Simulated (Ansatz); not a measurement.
A geometry of La2O3 away from equilibrium: step 4 of the relaxation of a relaxed La2O3 cell, doubled along one cell vector, shaken by Gaussian noise of σ = 0.08 Å a coordinate. Method: r2SCAN (plane waves to 500 eV, PAW, scalar-relativistic; Ansatz, an electronic-structure program). Γ-centred k-mesh 5×3×5 on the run's cell (coarser than for final values), Fermi–Dirac smearing 0.05 eV.

```
CELL_PARAMETERS angstrom
      4.56151    -0.01214     0.02965
     -0.02427     9.06132     0.03850
      0.02965     0.01925     4.58896
ATOMIC_POSITIONS crystal
  La 0.58609 0.20402 0.53414
  La 0.45735 0.71589 0.38664
  La 0.02108 0.98807 0.99666
  La 0.00694 0.49688 0.00108
  O  0.50454 0.00973 0.02494
  O  0.50095 0.51938 0.05283
  O  0.94360 0.24380 0.97763
  O  0.03007 0.75987 0.10196
  O  0.03042 0.01152 0.50587
  O  0.02425 0.52192 0.49092
```

Problem. Which atoms carry the largest force, and which way does it point?

Solution. 3.38 eV/Å, on O8 (atoms numbered as listed); on O8 its components are (0.64, -3.09, 1.21).

Problem. What is the pressure?

Solution. +2.4 GPa, compression positive.

Problem. How much energy per atom can still be gained by relaxing?

Solution. 0.50 eV/atom; the path ends in P2₁ (No. 4).

No spin polarisation in the result.

The end of the path is a generated cell of La2O3: the first start was made by a random draw of sites in a space group, and the end was not matched to a known phase here, so it may be hypothetical. Known forms of La2O3 include space group No. 164.
